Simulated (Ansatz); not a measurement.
**Is this Hf4Si structure a true minimum?**

The structure comes from a proposed guess, relaxed at this level; another structure or a mixture of phases may lie lower.

Theory: DFT PBE, scalar-relativistic, plane waves, PAW (Ansatz). Plane waves to 420 eV, a k mesh through Γ of 6×6×6 on the computed 10-atom cell and Gaussian smearing (0.10 eV); no spin polarisation.

The cell below (10 atoms, space group P4/nbm (No. 125)) is relaxed within its symmetry.

```cif
data_structure
_symmetry_space_group_name_H-M 'P 1'
_symmetry_Int_Tables_number 1
_cell_length_a 6.2510
_cell_length_b 6.2510
_cell_length_c 5.5219
_cell_angle_alpha 90.000
_cell_angle_beta 90.000
_cell_angle_gamma 90.000
_cell_volume 215.77
loop_
_atom_site_label
_atom_site_type_symbol
_atom_site_fract_x
_atom_site_fract_y
_atom_site_fract_z
_atom_site_occupancy
Hf1 Hf 0.66199 0.16199 0.74760 1
Hf2 Hf 0.83801 0.66199 0.74760 1
Hf3 Hf 0.33801 0.16199 0.25240 1
Hf4 Hf 0.66199 0.83801 0.25240 1
Hf5 Hf 0.16199 0.33801 0.74760 1
Hf6 Hf 0.83801 0.33801 0.25240 1
Hf7 Hf 0.16199 0.66199 0.25240 1
Hf8 Hf 0.33801 0.83801 0.74760 1
Si1 Si 0.50000 0.50000 0.00000 1
Si2 Si 0.00000 0.00000 0.00000 1
```

For the test it was strained at random (σ = 1.5 % a component), the atoms were moved at random (σ = 0.10 Å), and all was relaxed again on a coarse 4×4×4 mesh (in the run’s order of axes) with 0.20 eV smearing, with no symmetry imposed.

These runs have no spin–orbit coupling, which can matter for Hf.

**Question.** Does it come back?

**Answer.** It returns, within 1 meV/atom of the unmoved cell on that mesh and with the same symmetry when read at 0.1 Å (C2/m at 0.01 Å, so small strains and shifts remain). So it is stable against the distortions that fit this cell and that this random move excites. Modes that don't fit the cell aren't tested.
